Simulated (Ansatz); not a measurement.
**One input, then a changed one: CaI₂**

First run: DFT, LDA, norm-conserving pseudopotentials, Ansatz's default files, scalar-relativistic (Ansatz 0.2.0).

Command: `ansatz run input.yaml --threads 1 --pin off --max-ram 3072MiB --backend cpu --events-out ev --progress --plain --runs-dir out` It took 8.6 s on 1 thread of Arm Neoverse V1, with other jobs on the host, peak memory 0.35 GiB.

```yaml
crystal:
  lattice:
    - [3.6257686089, 0.0, 0.0]
    - [-1.8128843045, 3.1400077236, 0.0]
    - [0.0, 0.0, 6.1870777552]
  atoms:
    - { symbol: Ca, position: [0.0, 0.0, 0.0] }
    - { symbol: I, position: [0.3333333333, 0.6666666667, 0.2971520148] }
    - { symbol: I, position: [0.6666666667, 0.3333333333, 0.7028479852] }
kpoints:
  mp_grid: { grid: [7, 7, 4] }
scf:
  occupations: { method: fermi_dirac, width: 0.03 }
hamiltonian:
  xc: lda
  pseudopotentials: { kind: nc }
output:
  forces: true
  stress: true
  eigenvalues: true
  populations: true
```

The base volume is that of a database entry, with shape and atoms relaxed on PAW files at held volume, so it needn't be at zero pressure; the structure needn't be the stable phase, at rest or compressed.

This run: volume at 0.55 of the series' base cell.

It converges in 8 SCF iterations at a pressure of 25.8 GPa, largest force 0.007 eV/Å, cutoff 980 eV.

A second input differs as follows:

```diff
   occupations: { method: fermi_dirac, width: 0.03 }
+  max_iter: 80
 hamiltonian:
   populations: true
+magnetization:
+  spin_polarized: many
```

Problem. What is wrong with it, and what does the program do?

Solution. The change was made to test a value of the wrong type. The run is refused before any iteration. The log ends:
```
Error: YAML parse error: error: line 24 column 19: invalid boolean (strict mode expects true/false)
  --> <input>:24:19
   |
22 |   populations: true
23 | magnetization:
24 |   spin_polarized: many
   |                   ^ invalid boolean (strict mode expects true/false)
```
